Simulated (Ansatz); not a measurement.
Relaxed TiO2 (rutile):

```yaml
crystal:
  lattice:
    - [4.59673, 0.00000, 0.00000]
    - [0.00000, 4.59673, 0.00000]
    - [0.00000, 0.00000, 2.95369]
  atoms:
    - { symbol: Ti, position: [0.00000, 0.00000, 0.00000] }
    - { symbol: Ti, position: [0.50000, 0.50000, 0.50000] }
    - { symbol: O, position: [0.30461, 0.30461, 0.00000] }
    - { symbol: O, position: [0.80461, 0.19539, 0.50000] }
    - { symbol: O, position: [0.19539, 0.80461, 0.50000] }
    - { symbol: O, position: [0.69539, 0.69539, 0.00000] }
```

Level of theory: r2SCAN (plane waves to 500 eV, PAW, scalar-relativistic; Ansatz, a first-principles code). k mesh 6×6×9 (Γ-centred), Fermi-Dirac smearing 0.05 eV. TiO2 is run without spin polarisation. TiO2 was relaxed with its symmetry unable to fall.

One atom of the cell was then moved (with its periodic images), all else fixed, and the forces (eV/Å) came out as:

| atom | Fx | Fy | Fz |
|---|---|---|---|
| Ti1 | -2.258 | 0.001 | 0.000 |
| Ti2 | 2.544 | 0.703 | 0.000 |
| O3 | -0.374 | -0.381 | 0.000 |
| O4 | 0.330 | -0.234 | 0.000 |
| O5 | 0.037 | 0.022 | 0.000 |
| O6 | -0.279 | -0.111 | 0.000 |

### Question
Which atom was moved, and by which vector (Å)?

### Answer
Ti2, by (-0.15, 0.00, 0.00), 0.15 Å in all.

(For displaced atoms, the force is minus the slope of the energy, and its curvature is a force constant, which sets phonon frequencies.)
